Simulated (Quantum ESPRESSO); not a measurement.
# Where does Se sit best among S sites?

These are calculations, not measurements. They come from pw.x of Quantum ESPRESSO 7.5, a plane-wave density functional program, with PseudoDojo standard norm-conserving files (v0.5 for PBE, v0.4.1 for LDA and PBEsol). The cells are made up: elements, strain and atom displacements were drawn at random, and nothing was relaxed. There is no spin polarisation, spin-orbit coupling or dispersion term.

The cell has 8 sites of a wurtzite lattice (rectangular cell). Sites 1 to 4 hold Ga Zn Zn Zn; sites 5 to 8 hold X X X X. Cell vectors in Å: (3.988, -0.077, 0.035); (-0.134, 6.903, 0.004); (0.057, 0.004, 6.487). Settings: PBE, cutoff 1170 eV, 7 x 6 x 6 k mesh shifted by half a step, Fermi-Dirac smearing of 0.1 eV.

In each run one of the sites marked X holds Se and the others hold S; cell and positions stay the same. E is the free energy of the cell.

| site of the guest | first shell | mean distance (Å) | E above the lowest (eV) | P (GPa) | force on the guest (eV/Å) |
| --- | --- | --- | --- | --- | --- |
| 5 | GaZn3 | 2.463 | 0.041 | 1.29 | 0.885 |
| 6 | Zn4 | 2.440 | 0.000 | 1.30 | 0.345 |
| 7 | Ga2Zn2 | 2.458 | 0.266 | 1.61 | 3.143 |
| 8 | GaZn3 | 2.407 | 0.264 | 1.64 | 2.623 |

A rerun of one of these cells at 1467 eV and k mesh 9 x 8 x 8 moved values by no more than 0.002 eV in the cell's energy, 0.02 GPa in stress and 0.009 eV/Å in force.

## Reading the table

Site 6 is lowest, by 0.041 eV, over three times the rerun's bound. The first shells differ, so neighbours and distances change together and cannot be told apart here. The positions are random and not relaxed, so the differences hold for this frozen cell and are not site preferences of a real crystal.